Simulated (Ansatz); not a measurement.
Input file for Ansatz (a first-principles code):

Ansatz 0.2 input:
```yaml
crystal:
  lattice:
    - [2.9074706587, 0.0, 0.0]
    - [-1.4537353294, 2.5179434512, 0.0]
    - [0.0, 0.0, 9.462227563]
  atoms:
    - { symbol: Ag, position: [0.0, 0.0, 0.0] }
    - { symbol: Ag, position: [0.0, 0.0, 0.5] }
    - { symbol: Ag, position: [0.3333333333, 0.6666666667, 0.25] }
    - { symbol: Ag, position: [0.6666666667, 0.3333333333, 0.75] }
kpoints:
  mp_grid: { grid: [12, 12, 4] }
  band_path:
    path:
      - [[0.0, 0.0, 0.0], [0.5, 0.0, 0.0], [0.3333333333, 0.3333333333, 0.0], [0.0, 0.0, 0.0], [0.0, 0.0, 0.5], [0.5, 0.0, 0.5], [0.3333333333, 0.3333333333, 0.5], [0.0, 0.0, 0.5]]  # Γ-M-K-Γ-A-L-H-A
      - [[0.5, 0.0, 0.5], [0.5, 0.0, 0.0]]  # L-M
      - [[0.3333333333, 0.3333333333, 0.5], [0.3333333333, 0.3333333333, 0.0]]  # H-K
    npoints: 8
hamiltonian:
  xc: r2scan
  pseudopotentials: { kind: paw }
magnetization: { noncollinear: true, spin_orbit: true }
scf:
  n_extra_bands: 12
  convergence: { dr2_threshold: 0.0000000001 }
  occupations: { method: gaussian, width: 0.05 }
output: { eigenvalues: true }
```

Output (shortened):

```
Pseudopotential: Ag, paw_fr, valence charge 19
Functional definition: r2SCAN
non-collinear run that drives no moment, with spin-orbit …
Crystal: 4 atoms, lattice volume = 69.272 Å³
Basis set: ecut = 500 eV, 1775 PW (Γ), exchange–correlation on 96×96×288 points (64 copies of the dense FFT grid, shifted against one another)
Bands: 88, of which v1, the nominal top of the filled ones, is band 76 counted from 1 (75 counted from 0)
Symmetry: 24 space group operations + 24 with time reversal
k-points: 57 of 576
Projection manifold: j_resolved (fully-relativistic pseudo-atomic orbitals)
iter 1 solved again at ethr=2.81e-3 eV; its pass at ethr=3.10e-3 eV (dr2=2.13e0 eV) is discarded
SCF iter   1: F=—  HF=-30385.589852 eV  |F-HF|=—  |Δ(HF+E_count)|=         —  Δρ=5.60e-2  dr2=2.27e0  dr2_τ=1.24e-2  dr2_m=0.00e0 (ungated)  ethr=2.81e-3  |M|=0.00e0 ∫|m|=0.00e0 μB  |m|>n=0.0e0 m-floor=0.0e0 τ_xc=0.0e0  β_m=0.30  ⟨swp⟩=1.6  Hψ=14628  notcnv=0
preconditioner: auto → Kerker (q_TF=auto, 2.771 Å⁻¹)
spin=Noncollinear: Kerker preconditioning applied to the charge; magnetization (m_x, m_y, m_z) channels mix plain (no charge-response kernel on spin).
SCF iter   2: F=—  HF=-30385.145273 eV  |F-HF|=—  |Δ(HF+E_count)|=   4.45e-1  Δρ=3.20e-2  dr2=8.00e-1  dr2_τ=5.70e-3  dr2_m=0.00e0 (ungated)  ethr=2.81e-3  |M|=0.00e0 ∫|m|=0.00e0 μB  |m|>n=0.0e0 m-floor=0.0e0 τ_xc=0.0e0  β_m=0.50  ⟨swp⟩=2.0  Hψ=2839  notcnv=0
SCF iter   3: F=—  HF=-30385.027572 eV  |F-HF|=—  |Δ(HF+E_count)|=   1.18e-1  Δρ=9.37e-3  dr2=5.14e-2  dr2_τ=8.12e-4  dr2_m=0.00e0 (ungated)  ethr=1.05e-3  |M|=0.00e0 ∫|m|=0.00e0 μB  |m|>n=0.0e0 m-floor=0.0e0 τ_xc=0.0e0  β_m=0.75  ⟨swp⟩=2.0  Hψ=4105  notcnv=0  defer=188
SCF iter   4: F=—  HF=-30385.047716 eV  |F-HF|=—  |Δ(HF+E_count)|=   2.01e-2  Δρ=3.80e-3  dr2=7.15e-3  dr2_τ=7.72e-5  dr2_m=0.00e0 (ungated)  ethr=6.77e-5  |M|=0.00e0 ∫|m|=0.00e0 μB  |m|>n=0.0e0 m-floor=0.0e0 τ_xc=0.0e0  β_m=0.87  ⟨swp⟩=2.0  Hψ=4607  notcnv=0  defer=284
SCF iter   5: F=—  HF=-30385.047741 eV  |F-HF|=—  |Δ(HF+E_count)|=   2.47e-5  Δρ=5.78e-4  dr2=1.38e-4  dr2_τ=2.02e-6  dr2_m=0.00e0 (ungated)  ethr=9.41e-6  |M|=0.00e0 ∫|m|=0.00e0 μB  |m|>n=0.0e0 m-floor=0.0e0 τ_xc=0.0e0  β_m=0.94  ⟨swp⟩=2.0  Hψ=3629  notcnv=0  defer=284
SCF iter   6: F=—  HF=-30385.048109 eV  |F-HF|=—  |Δ(HF+E_count)|=   3.68e-4  Δρ=1.64e-4  dr2=1.63e-5  dr2_τ=2.07e-7  dr2_m=0.00e0 (ungated)  ethr=1.82e-7  |M|=0.00e0 ∫|m|=0.00e0 μB  |m|>n=0.0e0 m-floor=0.0e0 τ_xc=0.0e0  β_m=0.97  ⟨swp⟩=2.0  Hψ=4522  notcnv=0  defer=284
SCF iter   7: F=—  HF=-30385.048148 eV  |F-HF|=—  |Δ(HF+E_count)|=   3.89e-5  Δρ=5.61e-5  dr2=1.85e-6  dr2_τ=3.67e-8  dr2_m=0.00e0 (ungated)  ethr=2.14e-8  |M|=0.00e0 ∫|m|=0.00e0 μB  |m|>n=0.0e0 m-floor=0.0e0 τ_xc=0.0e0  β_m=0.98  ⟨swp⟩=2.0  Hψ=3626  notcnv=0  defer=284
SCF iter   8: F=—  HF=-30385.048111 eV  |F-HF|=—  |Δ(HF+E_count)|=   3.72e-5  Δρ=2.03e-5  dr2=2.25e-7  dr2_τ=4.18e-9  dr2_m=0.00e0 (ungated)  ethr=2.44e-9  |M|=0.00e0 ∫|m|=0.00e0 μB  |m|>n=0.0e0 m-floor=0.0e0 τ_xc=0.0e0  β_m=0.91  ⟨swp⟩=2.0  Hψ=3644  notcnv=0  defer=284
SCF iter  11: F=-30385.048111 eV  HF=-30385.048111 eV  |F-HF|=7.28e-11  |Δ(HF+E_count)|=   2.66e-9  Δρ=3.16e-7  dr2=6.06e-11  dr2_τ=6.50e-13  dr2_m=0.00e0 (ungated)  ethr=1.00e-12  |M|=0.00e0 ∫|m|=0.00e0 μB  |m|>n=0.0e0 m-floor=0.0e0 τ_xc=0.0e0  ⟨swp⟩=7.4  Hψ=8186  notcnv=0
SCF 1 converged in 11 iterations: F = -30385.048111 eV  dr2 = 6.06e-11
NSCF: frozen V_eff on 75 k-points
SCF converged after 11 iterations
Magnetization: |M| = 0.0000 μB,  M = (+0.0000, +0.0000, +0.0000) μB
Absolute magnetization: 0.0000 μB (∫|m|)
  site 0: m = (+0.0000, +0.0000, +0.0000) μB, |m| = 0.0000 μB  (R = 1.20 Å)
  site 1: m = (+0.0000, +0.0000, +0.0000) μB, |m| = 0.0000 μB  (R = 1.20 Å)
  site 2: m = (+0.0000, +0.0000, +0.0000) μB, |m| = 0.0000 μB  (R = 1.20 Å)
  site 3: m = (+0.0000, +0.0000, +0.0000) μB, |m| = 0.0000 μB  (R = 1.20 Å)
Free energy (F): -30385.048111 eV
Harris-Foulkes:  -30385.048111 eV  (|F-HF|=7.28e-11)
Internal energy: -30385.046487 eV  (E = F + TS)
E sigma→0 (E₀):  -30385.047299 eV
Entropy (-TS):   -0.001624 eV (-0.406 meV/atom)
Fermi energy:    16.962326 eV
--- Per-component energies (eV) ---
  E_band       = -1042.588055
  E_kinetic    = 2112.525777
  E_local      = -8886.282668  (includes V_loc(G=0)·N_el)
  E_nonlocal   = 318.582655
  E_hartree    = 4047.304560
  E_xc         = -714.015162
  E_vxc        = -1051.943750  (∫ρ·V_xc dr)
  E_paw        = -15654.994920  (= ΣΔE_a)
  E_vpaw       = -1705.824782  (= ΣTr[D̂ρ^β])
  E_aug_tail   = 0.000246  (compensation charges beyond the density's cutoff)
  E_vtau       = 75.745637  (kinetic-family band-sum trace: ∫τ·v_τ [+ j·A + Jᵃ·Aᵃ] dr)
  E_ewald      = -11606.128037
  E_core_change = -2.038939  (= ΣΔE_core)
  E_smearing   = -0.001624  (= −TS)
  E_closure    = 0.000000  (closes the sum)
  Σ components = -30385.048111   (vs F -30385.048111, Δ=0.00e0)
  [band-id]    e_kinetic+e_local+e_nonlocal+2·e_hartree+e_vxc+e_vpaw+e_augmentation_tail+e_vtau = -1042.587765   (vs E_band -1042.588055, Δ=2.90e-4)
--- Band table (eV; the first three rows and the last of 57) ---
  k-point 0: bands = ["-77.5944", "-77.5944", "-77.5880", "-77.5880", "-77.5833", "-77.5833", "-77.5768", "-77.5768", "-43.6833", "-43.6833", "-43.6571", "-43.6571", "-43.6525", "-43.6525", "-43.6265", "-43.6265", "-38.7218", "-38.7218", "-38.6604", …
  k-point 1: bands = ["-77.5938", "-77.5938", "-77.5897", "-77.5897", "-77.5816", "-77.5816", "-77.5775", "-77.5775", "-43.6812", "-43.6812", "-43.6659", "-43.6659", "-43.6438", "-43.6438", "-43.6286", "-43.6286", "-38.7170", "-38.7170", "-38.6827", …
  k-point 2: bands = ["-77.5921", "-77.5921", "-77.5921", "-77.5921", "-77.5792", "-77.5792", "-77.5792", "-77.5792", "-43.6750", "-43.6750", "-43.6750", "-43.6750", "-43.6347", "-43.6347", "-43.6347", "-43.6347", "-38.7033", "-38.7033", "-38.7033", …
  k-point 56: bands = ["-77.5758", "-77.5758", "-77.5758", "-77.5758", "-77.5710", "-77.5710", "-77.5710", "-77.5710", "-43.6976", "-43.6976", "-43.6975", "-43.6975", "-43.6931", "-43.6931", "-43.6928", "-43.6928", "-38.7222", "-38.7222", "-38.7193", …
```

Cost: roughly 6 core-minutes on shared cores.

Space group P6_3/mmc (dhcp (α-La type)). The first step of the workflow began from a Materials Project structure, measured or hypothetical; the Crystallography Open Database files this formula in space group No. 194, but the cells were not matched. It is not the phase usual at ambient conditions (space group No. 225). Symmetry was held in the r²SCAN relaxation; of distortions, only those at the zone centre were tested. No spin polarisation was allowed.

Potentials: the later of the program's two PAW sets.

Ansatz is a plane-wave DFT program.
